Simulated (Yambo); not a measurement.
Yambo input for MgO (rock salt, space group Fm-3m, No. 225) under isotropic strain of -3 % on all lattice vectors (a = 2.890 Å, b = 2.890 Å, c = 2.890 Å, α = 60.00°, β = 60.00°, γ = 60.00°), on PBEsol (pw.x of Quantum ESPRESSO, ONCV potentials, scalar-relativistic) wavefunctions on a 18×18×18 mesh:

```
optics
chi
dipoles
kernel
FFTGvecs= 40 Ry
Chimod= "HARTREE"
NGsBlkXd= 4 Ry
% QpntsRXd
 1 | 1 |
%
% BndsRnXd
 2 | 15 |
%
GrFnTpXd= "R"
% EnRngeXd
 0.0 | 20.0 | eV
%
% DmRngeXd
 0.2 | 0.2 | eV
%
CGrdSpXd= 50
ETStpsXd= 161
% LongDrXd
 1.0 | 0.0 | 0.0 |
%
```

First lines of the file o-*.eps_q1_inv_rpa_dyson:

```
Absorption @ Q(1):   1.00000000     0.00000000     0.00000000    [q->0 direction]
#
# [ X ] Hartree size     :  27
# [GEN] GF Energies     : Perdew, Burke & Ernzerhof SOL(X)+Perdew, Burke & Ernzerhof SOL(C)
# [GEN] Green`s Function     : Retarded
#
# [GEN] Gauge     : Length
# [GEN] [r,Vnl] included     : yes
#
#    E[1] [eV]     Im(eps)     Re(eps)     Im(eps_o)     Re(eps_o)
#
     0.000000     0.378952E-7     2.984609     0.21222E-19     3.100020
     0.125000     0.785664E-3     2.984854     0.834704E-3     3.100281
     0.250000     0.001573     2.985589     0.001671     3.101062
     0.375000     0.002364     2.986817     0.002511     3.102367
     0.500000     0.003160     2.988540     0.003357     3.104197
     0.625000     0.003963     2.990761     0.004210     3.106557
     0.750000     0.004775     2.993486     0.005072     3.109451
     0.875000     0.005598     2.996720     0.005946     3.112887
     1.000000     0.006434     3.000472     0.006833     3.116872
     1.125000     0.007284     3.004749     0.007735     3.121414
     1.250000     0.008152     3.009562     0.008655     3.126525
     1.375000     0.009039     3.014922     0.009596     3.132216
     1.500000     0.009949     3.020842     0.010560     3.138501
     1.625000     0.010883     3.027337     0.011550     3.145394
     1.750000     0.011845     3.034422     0.012568     3.152913
     1.875000     0.012838     3.042116     0.013619     3.161076
     2.000000     0.013866     3.050440     0.014706     3.169906
     2.125000     0.014932     3.059416     0.015833     3.179424
     2.250000     0.016041     3.069068     0.017004     3.189658
     2.375000     0.017198     3.079426     0.018225     3.200637
     2.500000     0.018407     3.090520     0.019501     3.212392
     2.625000     0.019676     3.102384     0.020838     3.224960
     2.750000     0.021011     3.115058     0.022243     3.238380
     2.875000     0.022420     3.128584     0.023725     3.252698
     3.000000     0.023913     3.143012     0.025294     3.267962
     3.125000     0.025499     3.158394     0.026959     3.284231
     3.250000     0.027191     3.174793     0.028734     3.301566
     3.375000     0.029005     3.192278     0.030633     3.320040
     3.500000     0.030956     3.210929     0.032676     3.339734
     3.625000     0.033068     3.230836     0.034882     3.360742
     3.750000     0.035365     3.252103     0.037279     3.383172
     3.875000     0.037879     3.274853     0.039899     3.407147
     4.000000     0.040650     3.299228     0.042783     3.432816
```
(The file goes on to the top of the energy range.) Convergence of the RPA response with its 18×18×18 mesh was not tested.

Geometry strained from the cell relaxed with PBEsol, atoms relaxed again.
